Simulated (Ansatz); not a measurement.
The relaxed structure here is a generated cell of Rh: the first start was made by placing the elements on the sites of a structure type, and the end was not matched to a known phase here, so it may be hypothetical. Known forms of Rh include space group No. 225.

One starting cell of Rh (a generated cell, Rh built in the diamond structure type) was relaxed twice with Ansatz (plane waves, PAW, scalar-relativistic): with PBEsol at 420 eV and with PBE at 420 eV. The PBEsol result:

Space group Fd-3m, origin choice 1 (No. 227); a = b = c = 5.4329 Å, α = β = γ = 90.00°

```json
[
 {"atom": "Rh", "site": "8a", "symmetry": "-43m", "x": "0.0000", "y": "0.0000", "z": "0.0000"}
]
```
(The calculation used a cell of 2 atoms; values per cell refer to that cell.)

| quantity | PBEsol | PBE |
|---|---|---|
| space group | Fd-3m | Fd-3m |
| volume (Å³/atom) | 20.05 | (withheld) |
| a (Å) | 5.433 | (withheld) |
| gap (eV, no spin-orbit coupling) | 0.00 | (withheld) |

Q: What does PBE give for the same quantities?

A: 
- volume (Å³/atom), PBE: 20.95
- a (Å), PBE: 5.513
- gap (eV, no spin-orbit coupling), PBE: 0.00

Both levels end in the same structure; PBE's volume is 4.5 % larger. Neither column is exact.

No spin polarisation in the result.

The run could not lower the symmetry of its start; a shaken copy of this end point relaxes with PBEsol to C2/m (No. 12), 1.14 eV/atom lower.

Ansatz is a first-principles code.
